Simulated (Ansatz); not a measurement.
**Trial structures of ZnBF5**

ZnBF5 was placed in 3 structures, borrowed from other compounds or built from prototypes, and relaxed with PBEsol and then r2SCAN+rVV10 in Ansatz, symmetry kept. Energies are static, from a final single point; gaps are the least over its mesh and special points. No spin polarisation and no zero-point or thermal terms; whether a cell exists isn't addressed.

```json
{"start": "MgPPd5 type (No. 123)", "ends in": "P4/mmm", "volume (Å³/atom)": "8.09", "energy, r2SCAN+rVV10 (meV/atom)": "838", "gap, r2SCAN+rVV10 (eV)": "1.85", "shaken (PBEsol)": "falls 1312 meV"}
{"start": "AlCrF5 type (No. 71)", "ends in": "Immm", "volume (Å³/atom)": "12.45", "energy, r2SCAN+rVV10 (meV/atom)": "0", "gap, r2SCAN+rVV10 (eV)": "3.83", "shaken (PBEsol)": "falls 494 meV"}
{"start": "SiSnPd5 type (No. 123)", "ends in": "P4/mmm", "volume (Å³/atom)": "8.91", "energy, r2SCAN+rVV10 (meV/atom)": "1501", "gap, r2SCAN+rVV10 (eV)": "metal", "shaken (PBEsol)": "falls 1823 meV"}
```
Energies count from the lowest cell; the last column tells what a randomly displaced small cell does when relaxed without symmetry, which tests only the distortions that fit it.

Of the symmetric cells the lowest is the one started from AlCrF5 type (No. 71), which ends in Immm (No. 71), 838 meV an atom below the next (MgPPd5 type (No. 123)). With PBEsol alone and the shaken cells counted, the lowest of the cells computed is the shaken one from MgPPd5 type (No. 123) (I-4), about 490 meV an atom below the lowest symmetric cell, that from AlCrF5 type (No. 71). Other structures, not tried here, could lie lower.

The cells shaken are PBEsol's, whose volumes can differ from those tabled by ten per cent. The falls are PBEsol's, in meV an atom on the shaken cell's own mesh; a cell that falls isn't a minimum, and its place in the table may change once it distorts.

The cells in order of energy (the first three):
- AlCrF5 type (No. 71): Immm, 12.45 Å³ an atom. Around Zn lie 4 F at 1.83–1.94 Å; around B lie 2 F at 1.27 Å; around F lie 1 Zn at 1.94 Å; around F lie 1 B at 1.27 Å; around F lie 2 Zn at 1.83 Å.
- MgPPd5 type (No. 123): P4/mmm, 8.09 Å³ an atom. Zn has 12 F at 2.19–2.45 Å; B has 8 F at 1.87 Å; F has 2 B at 1.87 Å and 2 Zn at 2.45 Å; F has 4 Zn at 2.19 Å.
- SiSnPd5 type (No. 123): P4/mmm, 8.91 Å³ an atom. Zn is surrounded by 10 F at 2.11–2.63 Å; B is surrounded by 12 F at 2.22–2.44 Å; F is surrounded by 4 B at 2.44 Å and 2 Zn at 2.63 Å; F is surrounded by 2 Zn at 2.11 Å and 2 B at 2.22 Å.

The lowest symmetric cell:
```
CELL_PARAMETERS angstrom
-1.82951 3.15342 3.77567
1.82951 -3.15342 3.77567
1.82951 3.15342 -3.77567
ATOMIC_POSITIONS crystal
Zn 0.50000 0.50000 0.00000
B 0.00000 0.00000 0.00000
F 0.80772 0.50000 0.30772
F 0.19228 0.50000 0.69228
F 0.16859 0.16859 0.00000
F 0.83141 0.83141 0.00000
F 0.50000 0.00000 0.50000
```
